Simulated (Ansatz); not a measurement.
Space group R-3m:H (No. 166). a = 3.783 Å, b = 3.783 Å, c = 10.090 Å, α = 90.00°, β = 90.00°, γ = 120.00°
```tsv
atom	site	symmetry	x	y	z
As	6c	3m	0.0000	0.0000	0.7698
```

Equation of state of this As structure (not necessarily the ground state), with shape and atoms relaxed at each volume where symmetry leaves them free. It has no gap at any of these volumes. Method: DFT PBEsol, scalar-relativistic, plane waves, PAW (Ansatz).

Settings: cutoff 420 eV, Γ-centred mesh 12×12×12 on the computed 2-atom cell, Gaussian smearing of 0.10 eV; no spin polarisation.

```json
{"V (Å³/atom)": "19.589", "E − E(largest V) (meV/atom)": "3.87", "P (GPa)": "3.95"}
{"V (Å³/atom)": "20.214", "E − E(largest V) (meV/atom)": "-7.14", "P (GPa)": "1.76"}
{"V (Å³/atom)": "20.840", "E − E(largest V) (meV/atom)": "-10.47", "P (GPa)": "0.00"}
{"V (Å³/atom)": "21.465", "E − E(largest V) (meV/atom)": "-7.57", "P (GPa)": "-1.40"}
{"V (Å³/atom)": "22.090", "E − E(largest V) (meV/atom)": "0.00", "P (GPa)": "-2.45"}
```

**Question.** Fit a third-order Birch–Murnaghan equation to E(V).

**Answer.** V0 = 20.84 Å³/atom, B0 = 52 GPa, B0' = 7.2.

Cost: 5 runs of about 6.8 core-minutes in all, on Intel Xeon Processor @ 2.50GHz (Skylake/Cascade Lake) (shared hosts).